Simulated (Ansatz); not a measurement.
Si$_{3}$N$_{4}$ in space group Fd-3m (No. 227; Si on 16c, Si on 8b, N on 32e), LDA in the plane-wave PAW code Ansatz, all energies at zero smearing, with the estimated change up to a 700 eV cutoff added, with one set of potentials and settings (totals compare only within such a set). Cell of 14 atoms (6 Si, 8 N): -6659.796 eV.

```csv
element,reference phase,E (eV/atom)
Si,"Fd-3m, 2 atoms in the cell",-608.6481
N,"P4_2/mnm, 4 atoms in the cell",-373.6497
```

Formation energy per atom, worked out: (-6659.796 − 6×(-608.6481) − 8×(-373.6497))/14 = -1.336 eV/atom (-129 kJ per mol of atoms), at 0 K, without zero-point energy or fitted corrections.

The cell was relaxed with LDA under the symmetry of its start; phonons on a q-mesh show no instability. The references are the lowest solids computed at this level, not always the standard phases (solids in place of the gases).

Potentials: the later of the program's two PAW sets.
